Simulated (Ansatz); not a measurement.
**BP, first-principles data**

BP in space group P6_422 (No. 181; B on 3c, P on 3d), a = b = 3.260 Å, c = 6.940 Å, α = β = 90.00°, γ = 120.00°.

Space group P6_422 (No. 181); conventional cell a = b = 3.260 Å, c = 6.940 Å, α = β = 90.00°, γ = 120.00°.

Method: PBEsol (plane waves, PAW; program Ansatz). Geometry: relaxed at this level of theory. Other levels are named where they apply.

**Cell and energy**

- Volume per atom = 10.64 Å³
- Density = 3.26 g/cm³
- Formation energy from the elements (no fitted shifts) = 12 meV/atom

**Electronic structure**

Electronic character: no gap, with almost no states at the Fermi level (zero-gap or semimetallic)
Density of states at the Fermi level: 0.00 states/eV per atom (mean over ±0.08 eV)
HSE06 gap on the PBEsol cell: 0.54 eV (a hybrid on a coarse mesh can open a false gap in a semimetal)

**Mechanics**

- Bulk modulus (Birch–Murnaghan fit): 181 GPa
- Pressure derivative B′: 3.9

**Phonons**

Highest zone-centre frequency: 23.21 THz
Zone-centre stability: no imaginary mode at Γ

The start of the workflow was typed in or built on a structure type; neither database checked (COD, Materials Project) lists it. It is not the phase usual at ambient conditions (space group No. 216). The cell was relaxed with PBEsol under the symmetry of its start. As this level gives no gap, phonon frequencies hold no LO–TO term and depend on the k-mesh and smearing (Fermi–Dirac, 0.1 eV here). The references are the lowest solids computed at this level, not always the standard phases.

Potentials: the earlier of the program's two PAW sets. The files were generated under PBE; for other functionals the program regenerates the frozen cores, and for LDA and PBEsol the local potential too.
